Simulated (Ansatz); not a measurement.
C:
Space group P4₂/ncm, origin choice 1 (No. 138); a = 3.4169 Å, b = 3.4169 Å, c = 6.0662 Å, α = 90.00°, β = 90.00°, γ = 90.00°

```json
[
 {"atom": "C", "site": "8i", "symmetry": "..m", "x": "0.6684", "y": "0.1684", "z": "0.1402"},
 {"atom": "C", "site": "4b", "symmetry": "-4..", "x": "0.0000", "y": "0.0000", "z": "0.0000"}
]
```

Relaxed with r²SCAN.

**Question.** Which orbitals make up the states near the band edges in r²SCAN (plane waves, PAW; program Ansatz)?

**Answer.** Top 1 eV of the valence band: C 2p 98 %. Bottom 1 eV of the conduction band: C 2p 78 %, C 2s 12 %, outside the projected shells 10 %. Projections are on Löwdin-orthogonalised atomic valence shells; empty p or d shells of many metals are not among them.

**Question.** Tabulate the density of states.

**Answer.** States/eV per cell of 12 atoms, in 0.25 eV bins, energy from the valence-band maximum.

| E (eV) | total | C 2p | C 2s |
|---|---|---|---|
| -7.85 | 3.50 | 2.93 | 0.56 |
| -7.60 | 2.59 | 2.17 | 0.41 |
| -7.35 | 2.46 | 2.06 | 0.39 |
| -7.10 | 2.25 | 1.90 | 0.35 |
| -6.85 | 1.12 | 0.95 | 0.16 |
| -6.60 | 2.72 | 2.33 | 0.37 |
| -6.35 | 3.31 | 2.84 | 0.47 |
| -6.10 | 3.14 | 2.70 | 0.43 |
| -5.85 | 4.11 | 3.56 | 0.54 |
| -5.60 | 3.48 | 3.05 | 0.42 |
| -5.35 | 2.99 | 2.67 | 0.32 |
| -5.10 | 2.76 | 2.47 | 0.28 |
| -4.85 | 3.17 | 2.86 | 0.31 |
| -4.60 | 3.45 | 3.16 | 0.28 |
| -4.35 | 4.42 | 4.09 | 0.33 |
| -4.10 | 3.83 | 3.55 | 0.28 |
| -3.85 | 3.45 | 3.20 | 0.24 |
| -3.60 | 3.95 | 3.71 | 0.23 |
| -3.35 | 4.94 | 4.67 | 0.26 |
| -3.10 | 5.51 | 5.23 | 0.26 |
| -2.85 | 4.20 | 3.99 | 0.20 |
| -2.60 | 3.64 | 3.43 | 0.20 |
| -2.35 | 4.90 | 4.64 | 0.25 |
| -2.10 | 5.12 | 4.88 | 0.23 |
| -1.85 | 4.65 | 4.46 | 0.18 |
| -1.60 | 4.64 | 4.47 | 0.15 |
| -1.35 | 4.57 | 4.42 | 0.13 |
| -1.10 | 3.78 | 3.68 | 0.09 |
| -0.85 | 2.04 | 1.99 | 0.04 |
| -0.60 | 1.17 | 1.15 | 0.02 |
| -0.35 | 0.67 | 0.66 | 0.01 |
| -0.10 | 0.03 | 0.03 | 0.00 |
| 0.15 | 0.00 | 0.00 | 0.00 |
| 0.40 | 0.00 | 0.00 | 0.00 |
| 0.65 | 0.00 | 0.00 | 0.00 |
| 0.90 | 0.00 | 0.00 | 0.00 |
| 1.15 | 0.00 | 0.00 | 0.00 |
| 1.40 | 0.00 | 0.00 | 0.00 |
| 1.65 | 0.00 | 0.00 | 0.00 |
| 1.90 | 0.00 | 0.00 | 0.00 |
| 2.15 | 0.00 | 0.00 | 0.00 |
| 2.40 | 0.00 | 0.00 | 0.00 |
| 2.65 | 0.00 | 0.00 | 0.00 |
| 2.90 | 0.00 | 0.00 | 0.00 |
| 3.15 | 0.00 | 0.00 | 0.00 |
| 3.40 | 0.00 | 0.00 | 0.00 |
| 3.65 | 0.00 | 0.00 | 0.00 |
| 3.90 | 0.00 | 0.00 | 0.00 |
| 4.15 | 0.19 | 0.14 | 0.03 |
| 4.40 | 0.58 | 0.44 | 0.08 |
| 4.65 | 0.75 | 0.58 | 0.09 |
| 4.90 | 0.97 | 0.77 | 0.10 |
| 5.15 | 0.82 | 0.63 | 0.10 |
| 5.40 | 0.79 | 0.60 | 0.10 |
| 5.65 | 1.01 | 0.79 | 0.13 |
| 5.90 | 1.29 | 0.99 | 0.18 |
| 6.15 | 1.49 | 1.12 | 0.24 |
| 6.40 | 1.81 | 1.32 | 0.33 |
| 6.65 | 2.27 | 1.59 | 0.47 |
| 6.90 | 2.87 | 1.93 | 0.67 |
| 7.15 | 2.73 | 1.87 | 0.58 |
| 7.40 | 3.33 | 2.25 | 0.72 |
| 7.65 | 3.92 | 2.59 | 0.92 |
| 7.90 | 3.79 | 2.51 | 0.89 |
| 8.15 | 3.38 | 2.23 | 0.79 |
| 8.40 | 3.12 | 2.09 | 0.68 |
| 8.65 | 2.79 | 1.83 | 0.60 |

Space group P4_2/ncm. The start of the workflow was typed in or built on a structure type; neither database checked (COD, Materials Project) lists it. It is not the phase usual at ambient conditions (space group No. 194, 227). The r²SCAN relaxation kept the symmetry of its start; whether a distortion lowers the energy is not shown.

Potentials: the earlier of the program's two PAW sets.
